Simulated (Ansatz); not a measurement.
What hybrid functionals make of KTaO₃

```cif
data_structure
_symmetry_space_group_name_H-M 'Pm-3m'
_symmetry_Int_Tables_number 221
_cell_length_a 3.9883
_cell_length_b 3.9883
_cell_length_c 3.9883
_cell_angle_alpha 90.000
_cell_angle_beta 90.000
_cell_angle_gamma 90.000
_cell_volume 63.44
loop_
_atom_site_label
_atom_site_type_symbol
_atom_site_symmetry_multiplicity
_atom_site_Wyckoff_symbol
_atom_site_fract_x
_atom_site_fract_y
_atom_site_fract_z
_atom_site_occupancy
K1 K 1 a 0.00000 0.00000 0.00000 1
Ta1 Ta 1 b 0.50000 0.50000 0.50000 1
O1 O 3 c 0.00000 0.50000 0.50000 1
```

All runs: Ansatz, plane waves and PAW, scalar-relativistic (no spin–orbit coupling), 4×4×4 k-mesh, Gaussian smearing of 0.05 eV, no spin polarisation. Semilocal reference PBE: gap 2.21 eV, pressure 5.5 GPa. The hybrids carry no U.

(1) How do gap and pressure depend on the exact exchange?

## Answers

(1) 
| functional | gap | pressure (GPa) | cutoff (eV) | core-seconds |
| --- | --- | --- | --- | --- |
| PBE0-type hybrid with an exact-exchange fraction taken as 1/ε∞ | 3.77 eV | 1.1 | 420 | 69 |
| B3LYP | 3.92 eV | 4.4 | 420 | 33 |
| HSE06-type hybrid with an exact-exchange fraction of 0.35 | 4.17 eV | -2.5 | 420 | 39 |
| HSE06-type hybrid with an exact-exchange fraction of 0.5 | 5.12 eV | -5.6 | 420 | 41 |
| PBE0-type hybrid with an exact-exchange fraction of 0.5 | 6.64 eV | -5.7 | 420 | 41 |

In the PBE0 form the gap grows almost linearly with the exact-exchange fraction, by 0.89 eV for each tenth. The dielectric-dependent PBE0 form takes the fraction 0.187 = 1/ε∞, that is ε∞ = 5.3. On shared hosts the hybrid runs at the reference's cutoff took roughly 16 to 34 times the core time of the semilocal one on the same mesh, with some more bands.

Caveats: core times come from shared hosts and scatter; gaps are read on a coarse mesh; stress loosely converged.
